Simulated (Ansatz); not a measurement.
Consider a crystal of AlAgC4N4 in space group P-43m (No. 215), with Al on 1a; Ag on 1b; C on 4e; N on 4e. A trial structure of AlAgC4N4 was built thus: two interpenetrating cyanide-bridged diamond nets.

Method: Ansatz 0.2.0, DFT PBE, scalar-relativistic, plane waves, PAW. Cutoff 420 eV, Γ-centred mesh, Gaussian smearing, no spin polarisation.

Energies over the elements count from the elements' standard structures at the same level (N₂ as a molecule), with no fitted energy shifts.

Question: Predict the relaxed structure.

Answer:

Space group P-43m (No. 215). a = 6.216 Å, b = 6.216 Å, c = 6.216 Å, α = 90.00°, β = 90.00°, γ = 90.00°
| atom | site | symmetry | x | y | z |
| --- | --- | --- | --- | --- | --- |
| Al | 1a | -43m | 0.0000 | 0.0000 | 0.0000 |
| Ag | 1b | -43m | 0.5000 | 0.5000 | 0.5000 |
| C | 4e | .3m | 0.1832 | 0.1832 | 0.1832 |
| N | 4e | .3m | 0.2911 | 0.2911 | 0.2911 |

Al has 4 C at 1.97 Å; Ag has 4 N at 2.25 Å; C has 1 N at 1.16 Å and 1 Al at 1.97 Å; N has 1 C at 1.16 Å and 1 Ag at 2.25 Å. Another local minimum with the same sites may exist.

Question: Where does its energy lie, and is it a metal?

Answer: The formation energy is +0.303 eV/atom. The gap on the 4×4×4 mesh of the 10-atom cell is 3.90 eV. The separate elements lie lower, so it is unstable against them.

The last run used Gaussian smearing of 0.02 eV. Kohn–Sham gaps at this level usually fall short of measured ones. The reference form of C is held partly by dispersion forces, which this level lacks. Symmetry constrained the relaxation, so the result can be a saddle point.
